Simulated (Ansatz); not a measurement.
Given:

VS:
```cif
data_S2V2
_chemical_formula_sum 'V2 S2'
_space_group_name_H-M_alt 'P63/mmc'
_space_group_IT_number 194
_space_group_name_Hall '-P 6c 2c'
_cell_length_a 3.11797
_cell_length_b 3.11797
_cell_length_c 6.06162
_cell_angle_alpha 90.000
_cell_angle_beta 90.000
_cell_angle_gamma 120.000
loop_
_atom_site_label
_atom_site_type_symbol
_atom_site_symmetry_multiplicity
_atom_site_Wyckoff_symbol
_atom_site_fract_x
_atom_site_fract_y
_atom_site_fract_z
_atom_site_occupancy
V1 V 2 a 0.00000 0.00000 0.00000 1
S1 S 2 d 0.66667 0.33333 0.25000 1
```

This is the PBEsol-relaxed structure.

**Question.** All from DFT-PBEsol in the program Ansatz with PAW potentials, unless another level is named. Give the electronic character.

**Answer.** metallic (no gap).

**Question.** Predict the formation energy from the elements (no fitted shifts).

**Answer.** -1.05 eV/atom.

**Question.** Next, the density of states at the Fermi level?

**Answer.** 0.67 states/eV per atom (mean over ±0.08 eV).

Space group P6_3/mmc (NiAs type). The first step of the workflow began from a Materials Project structure, measured or hypothetical; the Crystallography Open Database files this formula in space group No. 194, but the cells were not matched. Its standing as an ambient phase is unchecked. The PBEsol relaxation kept the symmetry of its start; its stability against distortions is not shown here. The run is not spin-polarised. The references are the lowest solids computed at this level, not always the standard phases.

Potentials: the later of the program's two PAW sets.
